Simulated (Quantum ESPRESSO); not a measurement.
# Moving one atom in In3GaNO4F

The results below are calculated, not measured. They come from pw.x of Quantum ESPRESSO 7.5, a plane-wave density functional program, with PseudoDojo standard norm-conserving files (v0.5 for PBE, v0.4.1 for LDA and PBEsol). The cells are made up: elements, strain and atom displacements were drawn at random, and nothing was relaxed. There is no spin polarisation, spin-orbit coupling or dispersion term.

The cell has 10 sites of a corundum lattice. Sites 1 to 4 hold In In Ga In; sites 5 to 10 hold N O O O O F. Cell vectors in Å: (2.757, 1.592, 4.883); (-2.757, 1.592, 4.883); (0.000, -3.183, 4.883). Settings: PBE, cutoff 1143 eV, 7 x 7 x 7 k mesh shifted by half a step, Fermi-Dirac smearing of 0.1 eV.

Each run shifts the O atom on site 9 along x and leaves all else fixed. Site 2 is one of its nearest neighbours. E is the free energy of the cell above the lowest run shown.

```
run  shift (Å)  Fx on site 9 (eV/Å)  Fx on site 2 (eV/Å)  P (GPa)  E (meV)
  1    -0.0994                0.931               -0.351     2.30     66.3
  2    -0.0839                0.837               -0.344     2.25     52.6
  3    -0.0164                0.394               -0.277     2.12     10.7
  4     0.0079                0.221               -0.236     2.10      3.3
  5     0.0384               -0.010               -0.170     2.09      0.0
  7     0.0867               -0.407               -0.026     2.12      9.9
  6     0.0687                    ?                    ?        ?        ?
```

A rerun of one of these cells at 1437 eV and k mesh 9 x 9 x 9 moved values by no more than 0.003 eV in the cell's energy, 0.03 GPa in stress and 0.002 eV/Å in force.

## Worked fit

A parabola through the six runs shown gives Fx on site 9 = 0.278 - 7.27 u - 7.2 u² eV/Å, with u in Å and a scatter of 0.002 eV/Å. Minus the slope, 7.27 ± 0.07 eV/Å², is this atom's force constant along x at u = 0, with its periodic images moving too. The fitted force vanishes at u = 0.037 Å, where the energy should be lowest along this line. The error is the larger of the fit's own and the change that a cubic makes, rounded up.

## Withheld run

Question: what Fx on site 9 should run 6 give?

The fit gives -0.255 eV/Å. The calculation gave -0.254 eV/Å.

| run | shift (Å) | Fx on site 9 (eV/Å) | Fx on site 2 (eV/Å) | P (GPa) | E (meV) |
| --- | --- | --- | --- | --- | --- |
| 6 | 0.0687 | -0.254 | -0.085 | 2.10 | 4.0 |